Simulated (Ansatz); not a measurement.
WOF$_{4}$:
```
CELL_PARAMETERS angstrom
     -3.13568     3.13568     1.93935
      3.13568    -3.13568     1.93935
      3.13568     3.13568    -1.93935
ATOMIC_POSITIONS crystal
  W  0.00175 0.00175 0.00000
  O  0.55540 0.55540 0.00000
  F  0.35163 0.98809 0.18784
  F  0.16379 0.35163 0.36354
  F  0.80025 0.16379 0.81216
  F  0.98809 0.80025 0.63646
```

Relaxed with LDA. Special points in fractions of this cell's reciprocal vectors: Γ (0.000, 0.000, 0.000); X (0.000, 0.000, 0.500); M (-0.500, 0.500, 0.500); Z (0.346, 0.346, -0.346); Z0 (-0.346, 0.654, 0.346); P (0.250, 0.250, 0.250); N (0.000, 0.500, 0.000).

Task: List the band energies nearest the valence-band maximum at these points for LDA in the plane-wave PAW code Ansatz.

Result: In eV from the valence-band maximum; about four levels below and three above (degenerate sets whole), none deeper than 8.9 eV; points with the same levels are listed once.

```
k                                below           above
-  -----------------------------------  --------------
Γ  -1.07 -1.07 -1.07 -0.72 -0.72 -0.59  4.71 4.71 4.84
X              -0.78 -0.73 -0.64 -0.58  4.53 4.69 4.73
M              -0.72 -0.65 -0.61 -0.61  4.51 4.60 4.60
Z              -1.32 -0.76 -0.14 -0.11  4.59 5.52 5.69
P        -1.35 -1.35 -0.76 -0.03 -0.03  4.76 6.19 6.19
N              -0.96 -0.83 -0.04 -0.03  4.74 6.18 6.21
```

Space group I4. The workflow started from a Materials Project entry (that database holds measured and hypothetical structures alike); the Crystallography Open Database copy checked does not list it. Its standing as an ambient phase is unchecked. The LDA relaxation kept the symmetry of its start; its stability against distortions is not shown here. No spin polarisation was allowed. No Hubbard U is applied. A crystal of weakly bound chains computed without a dispersion correction: the cell and the soft elastic constants depend strongly on that. Scalar-relativistic: spin–orbit coupling is off unless named, which matters more the heavier the elements.

Potentials: the later of the program's two PAW sets.
